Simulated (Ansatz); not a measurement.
Sr (fcc type), DFT, PBE, all-electron PAW with datasets made for the crystal, scalar-relativistic (Ansatz 0.2.0), on 1 thread of Arm Neoverse V1 (shared host).

Command: `ansatz run input.yaml --threads 1 --pin off --max-ram 2048MiB --backend cpu --events-out ev --progress --plain --runs-dir out`

```yaml
crystal:
  lattice:
    - [0.0, 2.3135931038, 2.3135931038]
    - [2.3135931038, 0.0, 2.3135931038]
    - [2.3135931038, 2.3135931038, 0.0]
  atoms:
    - { symbol: Sr, position: [0.0, 0.0, 0.0] }
kpoints:
  mp_grid: { grid: [12, 12, 12] }
scf:
  occupations: { method: fermi_dirac, width: 0.08 }
hamiltonian:
  xc: pbe
  pseudopotentials: { kind: all_electron, datasets: crystal }
output:
  forces: true
  stress: true
  eigenvalues: true
```

How large is the problem that the program sets up?

72 irreducible k-points, 259 plane waves at Γ, 9 bands.

About how long does it take?

3.4 s of wall time for 6 SCF iterations. Times on shared machines scatter by tens of per cent.
